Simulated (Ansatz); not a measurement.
This cell of Ti (hcp, Mg type) is off equilibrium:

```yaml
crystal:
  lattice:
    - [3.03387, 0.00000, 0.00000]
    - [-1.51694, 2.62741, 0.00000]
    - [0.00000, 0.00000, 4.80021]
  atoms:
    - { symbol: Ti, position: [0.33333, 0.66667, 0.75000] }
    - { symbol: Ti, position: [0.66667, 0.33333, 0.25000] }
```

All values below come from PBE (plane waves to 420 eV, PAW, scalar-relativistic; Ansatz, a first-principles code). k mesh 19×19×11 (Γ-centred), Fermi-Dirac smearing 0.05 eV. E stands for the smeared free energy. Compression counts positive. Ti is run without spin polarisation. Ti was relaxed with its symmetry unable to fall.

Q: What is the stress tensor (GPa)?

A: 
```
   -8.9      0.0      0.0
    0.0     -8.9      0.0
    0.0      0.0     -9.0
```
The pressure, a third of the trace, is -8.9 GPa.

Q: It is the relaxed cell scaled evenly to V/V₀ = 1.100, atoms relaxed where free. What is its energy relative to the relaxed cell?

A: 52 meV/atom.

(A scan under strain: stresses follow from slopes of the energy per volume, elastic moduli from its curvatures.)
